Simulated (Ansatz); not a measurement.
Band gap from PBE minus that from PBEsol (eV), each on its own relaxed cell (Ansatz, a quantum-chemistry and plane-wave program, plane waves, PAW; no spin–orbit coupling, no Hubbard U), over 41 phases of the class «halides»: what sign and size do you expect?

Mean 0.03 eV, median -0.03 eV, mean absolute 0.14 eV; eight in ten lie between -0.16 and 0.22 eV, and 37 % are above zero.

Some cases that may be named, with their rank among the 41 from the lowest: KMgF3, cubic perovskite -0.16 eV (rank 6); NaF, rock salt -0.11 eV (rank 8); NaCl, rock salt -0.01 eV (rank 26); CsPbBr3, cubic perovskite 0.35 eV (rank 38); CsPbCl3, cubic perovskite 0.38 eV (rank 39).

The phases are those computed here (of each formula those with measured values and the lowest at some level), not a balanced benchmark, and neither functional is the truth. Pairs that end in unlike spin orders or unlike minima (c/a over 6 % apart, 30 % for weakly bound crystals), magnets with 4f shells, solids of gases and phases set aside for tests are left out.

1 of the phases carry moments, in the orders computed and without U. 2 are weakly bound layers, chains or molecules.

Not the usual ambient phase: CsPbBr3, cubic perovskite; CsPbCl3, cubic perovskite. All cells were relaxed under the symmetry of their starts (and spin orders); stability against distortions was not tested throughout. Scalar-relativistic: spin–orbit coupling is off unless named, which matters more the heavier the elements.

Potentials: the later of the program's two PAW sets.

Ansatz is a plane-wave DFT program.
